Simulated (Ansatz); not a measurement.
KBr (rocksalt), relaxed with r2SCAN, was run in Ansatz under altered settings. All numbers are computed, without spin polarisation but where a row says otherwise.

```
K Br
1.0
     0.00000    3.30225    3.30225
     3.30225    0.00000    3.30225
     3.30225    3.30225    0.00000
K Br
1 1
Direct
  0.00000 0.00000 0.00000
  0.50000 0.50000 0.50000
```

The base run's other keys:
```yaml
kpoints:
  mp_grid: { grid: [4, 4, 4] }
hamiltonian:
  xc: hse06
scf:
  occupations: { method: fixed }
  n_extra_bands: 4
```

It takes 10 iterations with 1411 plane waves at 420 eV and 8 k points, and leaves a mean stress of +0.43 GPa. The gap over this mesh is 5.596 eV. It ran on 4 threads of Arm Neoverse N1 (shared host).

Outcomes, with energy and stress as changes against the base:

| setting | outcome | ΔF (meV/atom) | Δ mean stress (GPa) | gap on the mesh (eV) | iterations | wall time |
| --- | --- | --- | --- | --- | --- | --- |
| PBE hybrid, exx coeff 0.05, unscreened | converged | – | +0.2 | 4.800 | 8 | 7.2 s |
| scf.exx.singularity: regularized | converged | -0.2 | 0.0 | 5.597 | 10 | 7.8 s |
| hamiltonian.xc: r2scan50 (cutoff then 500 eV) | converged | – | -0.6 | 8.241 | 17 | 14 s |
| PBE hybrid, exx coeff 0.15, unscreened | converged | – | +0.1 | 5.550 | 8 | 7.5 s |
| PBE hybrid, exx coeff -0.2, unscreened | refused | – | – | – | – | 0.04 s |
| scf.occupations: gaussian 0.001 | converged | 0.0 | 0.0 | 5.596 | 10 | 8 s |

A dash marks a value that wasn't obtained or can't be compared. Stress is positive in compression. The base took 7.9 s.

- PBE hybrid, exx coeff 0.05, unscreened. That is 5 % exact exchange, at all ranges, against HSE06's 25 % screened at 0.208 1/Å. The mean stress moves by +0.2 GPa and the gap on the mesh by -0.796 eV (to 4.800). Totals of different functionals aren't comparable.
- hamiltonian.xc: r2scan50. The cutoff follows the functional, from 420 to 500 eV. The mean stress moves by -0.6 GPa and the gap on the mesh by +2.645 eV (to 8.241). It's another functional on the same cell, so totals aren't comparable.
- PBE hybrid, exx coeff 0.15, unscreened. That is 15 % exact exchange, at all ranges, against HSE06's 25 % screened at 0.208 1/Å. The mean stress moves by +0.1 GPa and the gap on the mesh by -0.046 eV (to 5.550). Totals of different functionals aren't comparable.
- PBE hybrid, exx coeff -0.2, unscreened. It is rejected at once. Error: invalid value for `hamiltonian.xc.exx.coeff`: must be finite and in (0, 1]; got -0.2

Within 1 meV an atom, 0.1 GPa and 0.005 eV of the base stay: scf.exx.singularity: regularized; scf.occupations: gaussian 0.001.

Spin-orbit coupling is left out.

The program warns that its thresholds are loose for a hybrid's stress.

The meshes of the hybrids are coarse, so their gaps aren't converged to the digits shown.
